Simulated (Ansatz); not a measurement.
**Ta2O5: work and stress of cleavage**

All numbers below come from Ansatz 0.2.0, DFT r2SCAN, scalar-relativistic, plane waves, PAW. Settings: plane waves to 500 eV, k-mesh 6×6×3 (Γ-centred), Gaussian smearing 0.05 eV. Spin–orbit coupling is left out, which matters for the heavy elements here. No spin polarisation. Energies are free energies at this smearing, counted from the undisturbed cell; pressure is positive in compression.

The starting cell (relaxed at this level; it needn't be the usual structure):

```
Ta O
1.0
    -3.01406    2.56465   -0.00805
    -3.01406   -2.56465   -0.00805
     0.54690    0.00000   10.16595
Ta O
4 10
Direct
  0.91857 0.99385 0.06334
  0.41857 0.49385 0.56334
  0.50615 0.58143 0.26956
  0.00615 0.08143 0.76956
  0.69082 0.10711 0.24036
  0.19082 0.60711 0.74036
  0.24340 0.36600 0.39628
  0.74340 0.86600 0.89628
  0.97317 0.52683 0.16645
  0.47317 0.02683 0.66645
  0.13400 0.25660 0.93662
  0.63400 0.75660 0.43662
  0.39289 0.80918 0.09254
  0.89289 0.30918 0.59254
```

The cut lies on the cell's a–b face, a (0 0 1) plane (indices in the standard cell, whose axes needn't be the Cartesian ones shown) of area 15.46 Å², between layers 1.29 Å apart. Vector c is lengthened by d along the normal with the atoms' Cartesian places fixed: one unrelaxed cut a cell. The traction is positive where the two halves pull on each other.

```
d (Å) energy (J/m²) traction (GPa)
 0.00           0.00             0.0
 0.50           2.79            80.4
 1.00           6.35            56.5
 2.00           9.57            15.1
 3.00          10.34             3.5
 6.00          10.71             0.4
```

Question: What are the work of separation and the cleavage stress, and do they fit the universal binding curve?

Answer: The energy levels off near W ≈ 10.71 J/m² (the traction is down to 0.4 GPa), the energy of the two unrelaxed faces, 5.36 J/m² each on average. The largest sampled traction is 80.4 GPa at d = 0.50 Å, and a parabola through it and its two neighbours peaks at σ_max ≈ 84.2 GPa, d ≈ 0.64 Å. The curve E = W[1 − (1 + d/ℓ)exp(−d/ℓ)] peaks in traction at d = ℓ with σ_max = W/(eℓ); with 1 J/m² per Å = 10 GPa this W and σ_max give ℓ = 0.47 Å. A parabola through that curve at the same three d peaks at 0.63 Å, against 0.64 Å here, a fair fit. The cut parts unlike faces (O and O/Ta); in an ionic crystal that makes them polar, and the energy then depends on the thickness of the slab. The opened faces are metallic here, and spin polarisation, left out, could lower W. Real crystals break at far lower stress, because cracks concentrate it, and on the plane of lowest W, which needn't be this one.

The cut is rigid; relaxing the faces lowers these energies and usually the stresses.

The gap closes along the scan, which can put kinks into the curve.

Cost: 6 runs of about 18 core-minutes in all, on Arm Neoverse V2 (shared hosts).